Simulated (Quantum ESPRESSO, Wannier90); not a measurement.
**Ag (bcc (W type), model phase), plane waves to Wannier functions**

```xyz
1
Lattice="-1.6557 1.6557 1.6557 1.6557 -1.6557 1.6557 1.6557 1.6557 -1.6557" Properties=species:S:1:pos:R:3 pbc="T T T"
Ag     0.0000     0.0000     0.0000
```

Materials Project entry mp-2646971; symmetrised, unrelaxed at this level. This isn't the element's usual structure (fcc); take it as a model of another phase. Method: PBEsol plane waves in Quantum ESPRESSO 7.5 (PseudoDojo norm-conserving files, 66 Ry, no spin polarisation, no spin-orbit coupling), Bloch states on a 10×10×10 mesh through Γ, Wannier90 4.0.1. Density: 18×18×18 mesh, cold smearing 0.01 Ry.

The plane-wave run has 21 bands and 19 electrons a cell. On the energy scale of pw.x, whose zero is arbitrary, the Fermi level lies at 15.87 eV.

Input w.win, without the blocks of cell, atoms and k-points (1000 lines):

```
num_bands = 16
num_wann = 9
exclude_bands = 1-4
num_iter = 800
conv_tol = 1.0e-6
conv_window = 4
dis_num_iter = 1000
dis_conv_tol = 1.0e-6
dis_froz_max = 17.37
write_hr = true
write_u_matrices = true
begin projections
Ag: s;p;d
end projections
mp_grid = 10 10 10
```

Q: Check the input against the numbers above: what is wrong, and how is it mended?

A: wannier90.x stops with:
```
w90_wannier90_readwrite_read: mismatch in w.eig
```
num_bands differs from the number of bands in the files, which is the number computed minus those excluded. Mended as below, all else unchanged, the run goes through (Ω_I = 6.7 Å²) and follows the plane-wave bands to 5.1 meV rms (states up to 1.0 eV relative to the Fermi level).
```
num_bands = 17
```
